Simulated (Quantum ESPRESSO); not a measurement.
# Moving one atom in Si6NAl

The results below are calculated, not measured. They come from pw.x of Quantum ESPRESSO 7.5, a plane-wave density functional program, with PseudoDojo standard norm-conserving files (v0.5 for PBE, v0.4.1 for LDA and PBEsol). The cells are made up: elements, strain and atom displacements were drawn at random, and nothing was relaxed. There is no spin polarisation, spin-orbit coupling or dispersion term.

The cell has 8 sites of a zincblende or diamond lattice. Sites 1 to 4 hold Si Si N Si; sites 5 to 8 hold Si Si Si Al. Cell vectors in Å: (5.530, 0.000, 0.000); (0.000, 5.530, 0.000); (0.000, 0.000, 5.530). Settings: PBE, cutoff 1143 eV, 6 x 6 x 6 k mesh shifted by half a step, Fermi-Dirac smearing of 0.1 eV.

Each run shifts the Si atom on site 2 along z and leaves all else fixed. Site 7 is one of its nearest neighbours. E is the free energy of the cell above the lowest run shown.

| run | shift (Å) | Fz on site 2 (eV/Å) | Fz on site 7 (eV/Å) | P (GPa) | E (meV) |
| --- | --- | --- | --- | --- | --- |
| 1 | -0.0839 | 1.088 | -1.363 | -6.30 | 49.3 |
| 2 | -0.0256 | 0.393 | -1.161 | -6.39 | 6.1 |
| 3 | 0.0000 | 0.086 | -1.069 | -6.41 | 0.0 |
| 4 | 0.0168 | -0.115 | -1.007 | -6.41 | 0.2 |
| 5 | 0.0421 | -0.418 | -0.913 | -6.41 | 7.0 |
| 7 | 0.1273 | -1.418 | -0.589 | -6.33 | 85.5 |
| 6 | 0.1130 | ? | ? | ? | ? |

A rerun of one of these cells at 1437 eV and k mesh 8 x 8 x 8 moved values by no more than 0.003 eV in the cell's energy, 0.02 GPa in stress and 0.007 eV/Å in force.

## Worked fit

A parabola through the six runs shown gives Fz on site 2 = 0.085 - 11.91 u + 0.7 u² eV/Å, with u in Å and a scatter of 0.003 eV/Å. Minus the slope, 11.91 ± 0.09 eV/Å², is this atom's force constant along z at u = 0, with its periodic images moving too. The fitted force vanishes at u = 0.007 Å, where the energy should be lowest along this line. The error is the larger of the fit's own and the change that a cubic makes, rounded up.

## Withheld run

Question: what Fz on site 2 should run 6 give?

The fit gives -1.252 eV/Å. The calculation gave -1.253 eV/Å.

| run | shift (Å) | Fz on site 2 (eV/Å) | Fz on site 7 (eV/Å) | P (GPa) | E (meV) |
| --- | --- | --- | --- | --- | --- |
| 6 | 0.1130 | -1.253 | -0.644 | -6.36 | 66.4 |